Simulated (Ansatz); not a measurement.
**Conduction electrons in ZrHg (P4/mmm)**

```
Zr Hg
1.0
     3.11222    0.00000    0.00000
     0.00000    3.11222    0.00000
     0.00000    0.00000    4.22962
Zr Hg
1 1
Cartesian
  1.5561 1.5561 2.1148
  0.0000 0.0000 0.0000
```

Level of theory, where no other is named: PBEsol, all-electron LAPW in Ansatz 0.2.0, with spin-orbit coupling. k mesh 12×12×10, fine mesh 14×14×10, Fermi-Dirac smearing of 0.050 eV, basis error target 1 meV/atom. The cell was relaxed by PAW under this functional.

Levels and slopes are solved on a 14×14×10 mesh, and each state is taken as quadratic over its cell.

Q: What is the density of states at the Fermi level, and which bare Sommerfeld coefficient follows?

A: N(E_F) = 0.88 states/eV/atom (both spins), so γ = (π²/3) k_B² N(E_F) = 2.07 mJ/(mol-atom K²) without electron-phonon or spin-fluctuation enhancement.

Q: What Drude plasma energy and σ/τ do the band velocities give?

A: (ħω_p,α)² = (e²/ε₀VN_k) Σ_nkσ (∂E/∂k_α)² δ(E − E_F) gives ħω_p = (6.04, 6.04, 3.90) eV along x, y, z, and σ/τ = ε₀ω_p² = 7.46×10²⁰ Ω⁻¹m⁻¹s⁻¹ along x. Weighted by the density of states, the mean Fermi speed is 0.474×10⁶ m/s; the surface has an area of 16.6 Å⁻² for each spin direction.

Q: Which bands cross the Fermi level, and what do they carry?

A: 

```json
{"band": "1", "filled part": "1.00", "N (states/eV/cell)": "0.00625", "speed (10⁶ m/s)": "0.283", "5th to 95th percentile": "0.12 to 0.42", "area (Å⁻²)": "0.0705", "filling": "nearly full"}
{"band": "2", "filled part": "1.00", "N (states/eV/cell)": "0.00625", "speed (10⁶ m/s)": "0.283", "5th to 95th percentile": "0.12 to 0.42", "area (Å⁻²)": "0.0705", "filling": "nearly full"}
{"band": "3", "filled part": "0.85", "N (states/eV/cell)": "0.462", "speed (10⁶ m/s)": "0.535", "5th to 95th percentile": "0.21 to 0.92", "area (Å⁻²)": "9.85", "filling": "partly filled"}
{"band": "4", "filled part": "0.85", "N (states/eV/cell)": "0.462", "speed (10⁶ m/s)": "0.535", "5th to 95th percentile": "0.21 to 0.92", "area (Å⁻²)": "9.85", "filling": "partly filled"}
{"band": "5", "filled part": "0.15", "N (states/eV/cell)": "0.412", "speed (10⁶ m/s)": "0.407", "5th to 95th percentile": "0.24 to 0.62", "area (Å⁻²)": "6.69", "filling": "partly filled"}
{"band": "6", "filled part": "0.15", "N (states/eV/cell)": "0.412", "speed (10⁶ m/s)": "0.407", "5th to 95th percentile": "0.24 to 0.62", "area (Å⁻²)": "6.69", "filling": "partly filled"}
```

Q: Map the plane k₃ = 1/2 of the mesh: how many bands lie under the Fermi level at each point, counted from the least on the plane?

A: k₁ runs to the right and k₂ upwards, each from −½ to ½ with 0 in the middle (the axes needn't be at right angles):
```
22222222222222
22222222222222
22220022200222
22200022200022
22200222220022
42222222222222
42222222222222
42222222222222
22200222220022
22200022200022
22220022200222
22222222222222
22222222222222
22222244422222
```

Q: What does PAW give for the same cell?

A: N(E_F) = 0.88 states/eV/atom and ħω_p,x = 6.04 eV.

Q: And without spin-orbit coupling?

A: N(E_F) = 0.978 states/eV/atom and ħω_p,x = 6.71 eV, on a 16×16×16 mesh.

Known limits: these sums move with the mesh, by several per cent and more for small sheets; the frozen-core PAW files of the compared runs were fitted under PBE, their cores solved anew for this functional.
